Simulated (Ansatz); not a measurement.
AlInN$_{2}$ (chalcopyrite, I-42d), DFT-PBE in the program Ansatz with PAW potentials. The conduction-band minimum lies at Γ, with 1 equivalent valley. Second derivatives d²E/dk² of the lowest band at one valley (eV·Å²), along Cartesian directions:

```csv
direction,d²E/dk²
[100],45.17
[010],45.17
[001],46.89
[110],45.16
[101],46.01
[011],46.01
```

Q: Find the principal effective masses, the density-of-states mass and the conductivity mass.

A: Off-diagonal terms follow from H_xy = H[110] − (H_xx + H_yy)/2, and m*/mₑ = 7.620 eV·Å² over each eigenvalue: 0.16, 0.17, 0.17. One valley's DOS mass (m₁m₂m₃)^(1/3) = 0.17, conductivity mass 3/(Σ 1/mᵢ) = 0.17 mₑ.

Q: What effective density of states Nc follows at 300 K for parabolic valleys?

A: Nc = 2.509e19 × 1 × (0.17)^(3/2) ≈ 1.8e18 cm⁻³.

The workflow started from a Materials Project entry (that database holds measured and hypothetical structures alike); the Crystallography Open Database copy checked does not list it. Its standing as an ambient phase is unchecked. The PBE relaxation kept the symmetry of its start; whether a distortion lowers the energy is not shown. Scalar-relativistic: spin–orbit coupling is off unless named, which matters more the heavier the elements.

Potentials: the later of the program's two PAW sets.

Edges and masses are those of Kohn–Sham bands, whose gap is no quasiparticle gap.
